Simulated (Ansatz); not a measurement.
A scan (energy against volume; even scaling of the relaxed cell, symmetry kept) gave these values. All values below come from r2SCAN (plane waves to 500 eV, PAW, scalar-relativistic; Ansatz, an electronic-structure program).

The bulk modulus B₀ (third-order Birch-Murnaghan fit) is 33.9 GPa. The pressure derivative B₀′ (fit) is 5.1 and the equilibrium volume of the fit is 30.20 Å³/atom.

**Question.** Of these crystals, all scanned alike, which one is it?
A. CsHgCl₃ (cubic perovskite)
B. NiO (rock salt)
C. Rh (fcc, Cu type)
D. Ga₂Pt (fluorite type, space group Fm-3m)

**Answer.** A, CsHgCl₃ (cubic perovskite). The others have, for the bulk modulus: Ga2Pt 134 GPa, Rh 281 GPa, NiO 215 GPa

All were relaxed with their symmetry unable to fall. At this level the bands of CsHgCl3 touch or barely overlap. Ga2Pt is run without spin polarisation. NiO is run spin-polarised and with no Hubbard U; the real compound is an antiferromagnetic insulator, a state that this run doesn't describe. Relaxed NiO ends ferromagnetic. Rh is run without spin polarisation. Spin-orbit coupling is left out. This is a high-temperature form of Ga2Pt. The magnetic order is the one the run started from; other orders were not tried. (This holds for the magnetic or f-shell members.)

(Under strain, the slope of the energy per volume gives the stress and its curvature an elastic modulus.)
